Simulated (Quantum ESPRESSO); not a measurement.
## Band energies of GaN at +1 % isotropic strain

```
GaN
1.0
    3.21564     0.00000     0.00000
   -1.60782     2.78482     0.00000
    0.00000     0.00000     5.23856
N Ga
2 2
Direct
  0.66667   0.33333   0.87582
  0.33333   0.66667   0.37582
  0.66667   0.33333   0.49918
  0.33333   0.66667   0.99918
```

PBEsol (pw.x of Quantum ESPRESSO, ONCV potentials, scalar-relativistic); path ΓMKΓALHA,LM,KH; energies in eV from the valence-band maximum.

| k (1/Å) | point | band 14 | band 15 | band 16 | band 17 | band 18 | band 19 | band 20 | band 21 |
|---|---|---|---|---|---|---|---|---|---|
| 0.00 | Γ | -1.01 | -1.01 | -0.04 | 0.00 | 0.00 | 1.71 | 4.03 | 8.94 |
| 0.34 |  | -2.43 | -1.52 | -1.42 | -0.26 | -0.19 | 3.06 | 5.15 | 8.14 |
| 0.68 |  | -4.54 | -3.50 | -2.17 | -1.00 | -0.64 | 4.48 | 5.62 | 6.80 |
| 1.02 |  | -5.13 | -4.21 | -2.64 | -2.03 | -0.95 | 4.88 | 5.36 | 5.95 |
| 1.13 | M | -5.23 | -4.12 | -2.67 | -2.16 | -0.97 | 4.88 | 5.35 | 5.89 |
| 1.35 |  | -5.18 | -4.07 | -3.15 | -2.22 | -1.43 | 5.66 | 5.66 | 5.90 |
| 1.67 |  | -5.17 | -4.91 | -3.20 | -2.66 | -2.54 | 5.11 | 7.25 | 7.64 |
| 1.78 | K | -5.29 | -5.17 | -2.91 | -2.91 | -2.66 | 5.04 | 7.54 | 7.54 |
| 2.00 |  | -5.28 | -4.39 | -3.63 | -2.35 | -2.23 | 5.31 | 6.89 | 7.72 |
| 2.43 |  | -3.98 | -3.64 | -2.37 | -1.00 | -0.87 | 4.72 | 6.65 | 7.11 |
| 2.76 |  | -2.26 | -1.72 | -1.17 | -0.24 | -0.23 | 3.01 | 5.13 | 8.45 |
| 3.08 | Γ | -1.01 | -1.01 | -0.04 | 0.00 | 0.00 | 1.71 | 4.03 | 8.94 |
| 3.44 |  | -1.99 | -0.81 | -0.81 | -0.22 | -0.22 | 3.22 | 4.17 | 8.44 |
| 3.68 | A | -3.82 | -0.52 | -0.52 | -0.52 | -0.52 | 4.04 | 4.04 | 8.24 |
| 3.78 |  | -3.83 | -0.64 | -0.64 | -0.55 | -0.55 | 4.15 | 4.15 | 8.16 |
| 4.09 |  | -4.05 | -1.73 | -1.73 | -0.97 | -0.97 | 5.02 | 5.02 | 7.46 |
| 4.50 |  | -5.73 | -2.00 | -2.00 | -1.68 | -1.68 | 4.56 | 4.56 | 7.57 |
| 4.81 | L | -6.51 | -1.89 | -1.89 | -1.85 | -1.85 | 4.23 | 4.23 | 7.53 |
| 5.14 |  | -6.32 | -3.13 | -3.13 | -1.55 | -1.55 | 5.17 | 5.17 | 7.85 |
| 5.46 | H | -6.09 | -4.11 | -4.11 | -1.44 | -1.44 | 6.18 | 6.18 | 7.14 |
| 5.72 |  | -5.99 | -3.56 | -3.56 | -1.54 | -1.54 | 5.75 | 5.75 | 7.67 |
| 5.98 |  | -5.29 | -2.51 | -2.51 | -1.79 | -1.79 | 5.51 | 5.51 | 7.63 |
| 6.33 |  | -4.09 | -1.74 | -1.74 | -1.13 | -1.13 | 5.17 | 5.17 | 7.40 |
| 6.59 |  | -3.83 | -0.84 | -0.84 | -0.61 | -0.61 | 4.33 | 4.33 | 8.02 |
| 6.76 | A | -3.82 | -0.52 | -0.52 | -0.52 | -0.52 | 4.04 | 4.04 | 8.24 |
| 6.76 | L | -6.51 | -1.89 | -1.89 | -1.85 | -1.85 | 4.23 | 4.23 | 7.53 |
| 7.06 |  | -5.80 | -3.23 | -2.45 | -1.65 | -1.26 | 4.13 | 4.92 | 7.33 |
| 7.36 | M | -5.23 | -4.12 | -2.67 | -2.16 | -0.97 | 4.88 | 5.35 | 5.89 |
| 7.36 | K | -5.29 | -5.17 | -2.91 | -2.91 | -2.66 | 5.04 | 7.54 | 7.54 |
| 7.56 |  | -5.55 | -5.04 | -2.90 | -2.51 | -2.51 | 5.39 | 7.26 | 7.26 |
| 7.96 | H | -6.09 | -4.11 | -4.11 | -1.44 | -1.44 | 6.18 | 6.18 | 7.14 |

The PBEsol gap is direct, 1.71 eV at Γ.

Spin-orbit splittings are left out.

Geometry strained from the cell relaxed with PBEsol, atoms relaxed again.
